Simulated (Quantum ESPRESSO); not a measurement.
## SiGa3N3C (one run as intended and one with a planted mistake)

Computed values, not a measurement. The program is pw.x of Quantum ESPRESSO 7.5 (plane-wave density functional theory). The cell is made up: 8 atoms on a wurtzite lattice, with randomly drawn elements, strain and displacements, not relaxed. PseudoDojo standard norm-conserving files (v0.5 for PBE, v0.4.1 for LDA and PBEsol) set the functional; there is no spin polarisation, spin-orbit coupling or dispersion term, and the masses in the input are unused placeholders.

Intended input:

```
&control calculation='scf', pseudo_dir='./dojo.nc.sr.pbe.v0_5.standard.upf', outdir='./o', disk_io='medium', tprnfor=.true., tstress=.true. /
&system ibrav=0, nat=8, ntyp=4, nbnd=37, ecutwfc=84.00895049, nosym=.true., tot_charge=0,
 occupations='smearing', smearing='fd', degauss=0.0018374661
/
&electrons conv_thr=7.350e-09, electron_maxstep=60, /
ATOMIC_SPECIES
C 1.0 C.upf
Ga 1.0 Ga.upf
N 1.0 N.upf
Si 1.0 Si.upf
CELL_PARAMETERS angstrom
3.3063 0.0273 0.0312
0.0473 5.6527 -0.0286
0.0509 -0.027 5.2985
ATOMIC_POSITIONS angstrom
Si 0.032 -0.0299 0.0318
Ga 1.7548 2.8105 0.0546
Ga 1.6191 0.9378 2.6852
Ga 0.0892 3.6641 2.6321
N 0.0582 -0.0671 2.0843
N 1.6537 2.9119 1.9537
C 1.6631 1.0559 4.7074
N 0.2127 3.7815 4.7308
K_POINTS automatic
5 4 4 1 1 1
```

The log is shortened where brackets say so; the opening notice, blank lines, dates and the lines on written files are dropped, and the path of the files is cut. It prints rydbergs, bohrs and kilobars, and counts compression as positive stress. Where no state is partly filled, the Fermi energy that it prints is only some level between the filled and the empty states on the mesh, and need not lie in the true gap.

Log of the intended run:

```
     Program PWSCF v.7.5
     Parallel version (MPI & OpenMP), running on       1 processor cores
     Number of MPI processes:                 1
     Threads/MPI process:                     1
     [start-up lines left out]
     bravais-lattice index     =            0
     lattice parameter (alat)  =       6.2485  a.u.
     unit-cell volume          =     668.1390 (a.u.)^3
     number of atoms/cell      =            8
     number of atomic types    =            4
     number of electrons       =        62.00
     number of Kohn-Sham states=           37
     kinetic-energy cutoff     =      84.0090  Ry
     charge density cutoff     =     336.0358  Ry
     scf convergence threshold =      7.3E-09
     mixing beta               =       0.7000
     number of iterations used =            8  plain     mixing
     Exchange-correlation= PBE
                           (   1   4   3   4   0   0   0)
     [axes and pseudopotential details left out]
   Cartesian axes
     site n.     atom                  positions (alat units)
         1        Si     tau(   1) = (   0.0096777  -0.0090426   0.0096172  )
         2        Ga     tau(   2) = (   0.5307026   0.8499770   0.0165126  )
         3        Ga     tau(   3) = (   0.4896630   0.2836180   0.8120827  )
         4        Ga     tau(   4) = (   0.0269767   1.1081305   0.7960237  )
         5        N      tau(   5) = (   0.0176014  -0.0202930   0.6303530  )
         6        N      tau(   6) = (   0.5001270   0.8806434   0.5908558  )
         7        C      tau(   7) = (   0.5029699   0.3193349   1.4236548  )
         8        N      tau(   8) = (   0.0643267   1.1436357   1.4307317  )
     number of k points=    40  Fermi-Dirac smearing, width (Ry)=  0.0018
                       cart. coord. in units 2pi/alat
        k(    1) = (   0.0986770   0.0726851   0.0774294), wk =   0.0500000
        k(    2) = (   0.0971980   0.0734869   0.2334617), wk =   0.0500000
     [further k points left out]
     Dense  grid:    69549 G-vectors     FFT dimensions: (  40,  64,  60)
     Estimated max dynamical RAM per process >      90.34 MB
     Initial potential from superposition of free atoms
     starting charge      61.9913, renormalised to      62.0000
     Starting wfcs are   47 randomized atomic wfcs
     total cpu time spent up to now is        9.6 secs
     per-process dynamical memory:    58.3 Mb
     Self-consistent Calculation
     iteration #  1     ecut=    84.01 Ry     beta= 0.70
     Davidson diagonalization with overlap
     ethr =  1.00E-02,  avg # of iterations =  3.0
     total cpu time spent up to now is       31.7 secs
     total energy              =    -540.81724595 Ry
     estimated scf accuracy    <       1.94606224 Ry
     iteration #  2     ecut=    84.01 Ry     beta= 0.70
     Davidson diagonalization with overlap
     ethr =  3.14E-03,  avg # of iterations =  3.0
     total cpu time spent up to now is       53.2 secs
     total energy              =    -541.35741458 Ry
     estimated scf accuracy    <       2.00253490 Ry
     [iterations 3 to 11 left out]
     iteration # 12     ecut=    84.01 Ry     beta= 0.70
     Davidson diagonalization with overlap
     ethr =  7.11E-11,  avg # of iterations =  4.0
     total cpu time spent up to now is      267.5 secs
     total energy              =    -541.70931828 Ry
     estimated scf accuracy    <       0.00000001 Ry
     iteration # 13     ecut=    84.01 Ry     beta= 0.70
     Davidson diagonalization with overlap
     ethr =  2.14E-11,  avg # of iterations =  2.0
     total cpu time spent up to now is      282.2 secs
     End of self-consistent calculation
     [lines on levels left out]
     the Fermi energy is    10.4426 ev
!    total energy              =    -541.70931828 Ry
     estimated scf accuracy    <          1.8E-09 Ry
     smearing contrib. (-TS)   =       0.00000000 Ry
     internal energy E=F+TS    =    -541.70931828 Ry
     The total energy is F=E-TS. E is the sum of the following terms:
     one-electron contribution =    -213.62960239 Ry
     hartree contribution      =     160.35589137 Ry
     xc contribution           =    -151.39621579 Ry
     ewald contribution        =    -337.03939148 Ry
     convergence has been achieved in  13 iterations
     Forces acting on atoms (cartesian axes, Ry/au):
     atom    1 type  4   force =    -0.00081723    0.02592029    0.00776769
     atom    2 type  2   force =     0.01240871    0.07692390   -0.00069044
     atom    3 type  2   force =     0.03167261    0.00375800    0.00557109
     atom    4 type  2   force =    -0.04312662    0.04859286    0.03055418
     atom    5 type  3   force =    -0.03365783    0.01191076   -0.10311533
     atom    6 type  3   force =     0.06012185   -0.05000862    0.05482414
     atom    7 type  1   force =     0.01371068   -0.19021127    0.01540723
     atom    8 type  3   force =    -0.04031217    0.07311407   -0.01031857
     Total force =     0.278782     Total SCF correction =     0.000110
     Computing stress (Cartesian axis) and pressure
          total   stress  (Ry/bohr**3)                   (kbar)     P=      -96.75
  -0.00084208  -0.00016434  -0.00012901         -123.87      -24.18      -18.98
  -0.00016434  -0.00058132   0.00028954          -24.18      -85.52       42.59
  -0.00012901   0.00028954  -0.00054963          -18.98       42.59      -80.85
     init_run     :      8.93s CPU      9.48s WALL (       1 calls)
     electrons    :    262.34s CPU    272.61s WALL (       1 calls)
     forces       :      2.81s CPU      2.85s WALL (       1 calls)
     stress       :     11.74s CPU     11.80s WALL (       1 calls)
     [timing details left out]
     PWSCF        :   4m45.99s CPU   4m57.02s WALL
     JOB DONE.
```

A second run has one planted mistake: the cell and the positions are scaled by a wrong factor. The input lines that differ, file-writing options aside:

```
- 3.3063 0.0273 0.0312
+ 3.2422 0.0268 0.0306
- 0.0473 5.6527 -0.0286
+ 0.0464 5.543 -0.028
- 0.0509 -0.027 5.2985
+ 0.0499 -0.0265 5.1957
- Si 0.032 -0.0299 0.0318
+ Si 0.0314 -0.0293 0.0312
- Ga 1.7548 2.8105 0.0546
+ Ga 1.7208 2.756 0.0535
- Ga 1.6191 0.9378 2.6852
+ Ga 1.5877 0.9196 2.6331
- Ga 0.0892 3.6641 2.6321
+ Ga 0.0875 3.593 2.581
- N 0.0582 -0.0671 2.0843
+ N 0.0571 -0.0658 2.0439
- N 1.6537 2.9119 1.9537
+ N 1.6216 2.8554 1.9158
- C 1.6631 1.0559 4.7074
+ C 1.6308 1.0354 4.6161
- N 0.2127 3.7815 4.7308
+ N 0.2086 3.7081 4.639
```

Its log:

```
     Program PWSCF v.7.5
     Parallel version (MPI & OpenMP), running on       1 processor cores
     Number of MPI processes:                 1
     Threads/MPI process:                     1
     [start-up lines left out]
     bravais-lattice index     =            0
     lattice parameter (alat)  =       6.1274  a.u.
     unit-cell volume          =     630.0056 (a.u.)^3
     number of atoms/cell      =            8
     number of atomic types    =            4
     number of electrons       =        62.00
     number of Kohn-Sham states=           37
     kinetic-energy cutoff     =      84.0090  Ry
     charge density cutoff     =     336.0358  Ry
     scf convergence threshold =      7.3E-09
     mixing beta               =       0.7000
     number of iterations used =            8  plain     mixing
     Exchange-correlation= PBE
                           (   1   4   3   4   0   0   0)
     [axes and pseudopotential details left out]
   Cartesian axes
     site n.     atom                  positions (alat units)
         1        Si     tau(   1) = (   0.0096840  -0.0090364   0.0096223  )
         2        Ga     tau(   2) = (   0.5307090   0.8499732   0.0164998  )
         3        Ga     tau(   3) = (   0.4896598   0.2836122   0.8120698  )
         4        Ga     tau(   4) = (   0.0269857   1.1081109   0.7960018  )
         5        N      tau(   5) = (   0.0176101  -0.0202933   0.6303557  )
         6        N      tau(   6) = (   0.5001149   0.8806290   0.5908486  )
         7        C      tau(   7) = (   0.5029522   0.3193259   1.4236434  )
         8        N      tau(   8) = (   0.0643340   1.1436087   1.4307060  )
     number of k points=    40  Fermi-Dirac smearing, width (Ry)=  0.0018
                       cart. coord. in units 2pi/alat
        k(    1) = (   0.0986763   0.0726856   0.0774312), wk =   0.0500000
        k(    2) = (   0.0971970   0.0734862   0.2334657), wk =   0.0500000
     [further k points left out]
     Dense  grid:    65533 G-vectors     FFT dimensions: (  36,  64,  60)
     Estimated max dynamical RAM per process >      85.06 MB
     Initial potential from superposition of free atoms
     starting charge      61.9913, renormalised to      62.0000
     Starting wfcs are   47 randomized atomic wfcs
     total cpu time spent up to now is       10.0 secs
     per-process dynamical memory:    54.9 Mb
     Self-consistent Calculation
     iteration #  1     ecut=    84.01 Ry     beta= 0.70
     Davidson diagonalization with overlap
     ethr =  1.00E-02,  avg # of iterations =  3.0
     total cpu time spent up to now is       32.2 secs
     total energy              =    -540.83491255 Ry
     estimated scf accuracy    <       1.98713291 Ry
     iteration #  2     ecut=    84.01 Ry     beta= 0.70
     Davidson diagonalization with overlap
     ethr =  3.21E-03,  avg # of iterations =  3.0
     total cpu time spent up to now is       50.8 secs
     total energy              =    -541.41176602 Ry
     estimated scf accuracy    <       1.77110793 Ry
     [iterations 3 to 11 left out]
     iteration # 12     ecut=    84.01 Ry     beta= 0.70
     Davidson diagonalization with overlap
     ethr =  3.98E-11,  avg # of iterations =  4.3
     total cpu time spent up to now is      252.4 secs
     total energy              =    -541.72345945 Ry
     estimated scf accuracy    <          9.7E-09 Ry
     iteration # 13     ecut=    84.01 Ry     beta= 0.70
     Davidson diagonalization with overlap
     ethr =  1.56E-11,  avg # of iterations =  2.0
     total cpu time spent up to now is      268.7 secs
     End of self-consistent calculation
     [lines on levels left out]
     the Fermi energy is    11.4077 ev
!    total energy              =    -541.72345945 Ry
     estimated scf accuracy    <          1.3E-09 Ry
     smearing contrib. (-TS)   =       0.00000000 Ry
     internal energy E=F+TS    =    -541.72345945 Ry
     The total energy is F=E-TS. E is the sum of the following terms:
     one-electron contribution =    -203.51287760 Ry
     hartree contribution      =     157.20214868 Ry
     xc contribution           =    -151.70597487 Ry
     ewald contribution        =    -343.70675566 Ry
     convergence has been achieved in  13 iterations
     Forces acting on atoms (cartesian axes, Ry/au):
     atom    1 type  4   force =    -0.00424308    0.03262511    0.00880435
     atom    2 type  2   force =     0.02028218    0.08964887   -0.00532743
     atom    3 type  2   force =     0.03771057    0.00770890    0.00375797
     atom    4 type  2   force =    -0.05590086    0.05078180    0.04051670
     atom    5 type  3   force =    -0.04011447    0.01249258   -0.11430293
     atom    6 type  3   force =     0.07196983   -0.05648295    0.06311167
     atom    7 type  1   force =     0.01570833   -0.21564948    0.01739266
     atom    8 type  3   force =    -0.04541250    0.07887517   -0.01395300
     Total force =     0.318109     Total SCF correction =     0.000090
     Computing stress (Cartesian axis) and pressure
          total   stress  (Ry/bohr**3)                   (kbar)     P=       -8.08
  -0.00027383  -0.00017709  -0.00014411          -40.28      -26.05      -21.20
  -0.00017709   0.00006393   0.00037441          -26.05        9.41       55.08
  -0.00014411   0.00037441   0.00004515          -21.20       55.08        6.64
     init_run     :      9.37s CPU      9.92s WALL (       1 calls)
     electrons    :    240.84s CPU    258.69s WALL (       1 calls)
     forces       :      2.34s CPU      2.39s WALL (       1 calls)
     stress       :      8.54s CPU      8.64s WALL (       1 calls)
     [timing details left out]
     PWSCF        :   4m22.00s CPU   4m41.35s WALL
     JOB DONE.
```

|  | intended run | run with the mistake |
| --- | --- | --- |
| free energy (eV) | -7370.331 | -7370.523 |
| smearing term -TS (eV) | 0.0000 | 0.0000 |
| pressure (GPa) | -9.67 | -0.81 |
| largest force component (eV/Å) | 4.891 | 5.545 |
| largest change of a force component (eV/Å) |  | 0.654 |
| iterations | 13 | 13 |

For scale, a rerun of the intended cell at 1437 eV and a 7 x 6 x 6 mesh moved values by no more than 0.010 eV in energy, 0.08 GPa in stress and 0.006 eV/Å in force.